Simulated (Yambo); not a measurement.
Absorption of KPSO3H2 (space group Cm, No. 8) with and without the electron-hole interaction (Yambo, PBEsol bands; 4×4×4 mesh, 10 valence and 14 conduction bands, static screening with 64 bands and a 3 Ry block, scissor 2.71 eV, Tamm-Dancoff; field along x). Axes are Cartesian, with cell vectors (Å) (3.29, -3.19, 0.00), (3.29, 3.19, 0.00), (-1.89, 0.00, 5.71).

```csv
E (eV),"Im ε, BSE","Im ε, independent quasiparticles"
5.00,0.09,0.03
5.10,0.10,0.03
5.20,0.12,0.03
5.30,0.13,0.03
5.40,0.16,0.04
5.50,0.20,0.04
5.60,0.25,0.04
5.70,0.35,0.04
5.80,0.55,0.04
5.90,0.88,0.05
6.00,0.97,0.05
6.10,0.83,0.05
6.20,0.92,0.06
6.30,1.33,0.06
6.40,1.59,0.06
6.50,1.41,0.07
6.60,1.34,0.08
6.70,1.77,0.09
6.80,2.37,0.10
6.90,2.03,0.12
7.00,1.75,0.16
7.10,2.06,0.22
7.20,2.45,0.26
7.30,2.29,0.22
7.40,2.04,0.22
7.50,1.86,0.26
7.60,2.01,0.35
7.70,2.34,0.50
7.80,2.89,0.55
7.90,3.74,0.55
8.00,3.65,0.57
8.10,2.77,0.68
8.20,2.25,0.96
8.30,2.11,1.29
8.40,2.28,1.56
8.50,2.61,1.73
8.60,2.86,1.94
8.70,2.98,2.28
8.80,2.83,2.48
8.90,2.61,2.59
9.00,2.80,2.76
9.10,3.22,2.83
9.20,3.48,2.62
9.30,3.51,2.46
9.40,3.46,2.56
9.50,3.22,2.57
9.60,2.90,2.55
9.70,2.65,2.56
9.80,2.62,2.54
9.90,2.66,2.50
10.00,2.60,2.57
10.10,2.61,2.92
10.20,2.67,3.14
10.30,2.75,3.27
10.40,2.76,3.38
10.50,2.64,3.40
10.60,2.68,3.37
10.70,2.72,3.67
10.80,2.96,3.83
10.90,3.01,3.69
11.00,2.94,3.51
11.10,2.71,3.33
11.20,2.38,3.18
11.30,2.19,3.17
11.40,2.08,3.26
11.50,2.05,3.35
11.60,1.91,3.29
11.70,1.86,3.06
11.80,1.72,3.00
11.90,1.78,3.03
```

The scissor comes from a G0W0 run whose convergence isn't established. Broadening 0.15 eV. The band window holds all transitions up to 14.3 eV. Fine structure above the onset can come from the mesh.

Geometry of the Materials Project entry, not relaxed at this level; primitive cell a = b = 4.5821 Å, c = 6.0170 Å, α = β = 103.05°, γ = 88.15°.
